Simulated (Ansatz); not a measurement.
A (001) slab of Al (P6_3/mmc (No. 194)), 9 planes, outer planes Al (top) and Al (bottom), with 9 atoms (Al9) in a surface cell of A = 6.898 Å², as cut from the bulk:

```xyz
9
Lattice="2.8222 0.0000 0.0000 -1.4111 2.4441 0.0000 0.0000 0.0000 33.5241" Properties=species:S:1:pos:R:3 pbc="T T T"
Al    0.0000    1.6294    7.5000
Al    0.0000    0.0000    9.8155
Al    1.4111    0.8147   12.1310
Al    0.0000    0.0000   14.4465
Al    0.0000    1.6294   16.7621
Al    0.0000    0.0000   19.0776
Al    1.4111    0.8147   21.3931
Al    0.0000    0.0000   23.7086
Al    0.0000    1.6294   26.0241
```

Method: Ansatz, DFT r2SCAN, scalar-relativistic, plane waves, PAW. Cutoff 500 eV; k points 12×12×1 on the computed 9-atom cell (Γ-centred); Gaussian smearing, width 0.10 eV; no spin polarisation. The cell repeats along c with a dipole correction in the vacuum.

Against the same 9 atoms in the bulk, the slab as cut lies 0.745 eV higher and the relaxed slab 0.741 eV higher.

Q: Work out the surface energy before and after relaxation.

A: The slab has two faces, so γ = (E_slab − N·E_bulk)/(2A), the mean of both. As cut: 0.745/(2 × 6.898) = 0.0540 eV/Å², and 1 eV/Å² = 16.02 J/m², so γ = 0.87 J/m². Relaxed: 0.741/(2 × 6.898) = 0.0537 eV/Å² = 0.86 J/m². Relaxation recovers 0.5 % of the cost of cutting.

Q: What is the ideal work of this cut, per area?

A: Griffith's ideal work is 2γ: 1.73 J/m² if the new faces stay rigid, 1.72 J/m² if they relax. One thickness was run, 9 planes, so γ can still shift with it.

The reference crystal is a form of Al, which isn't its usual structure.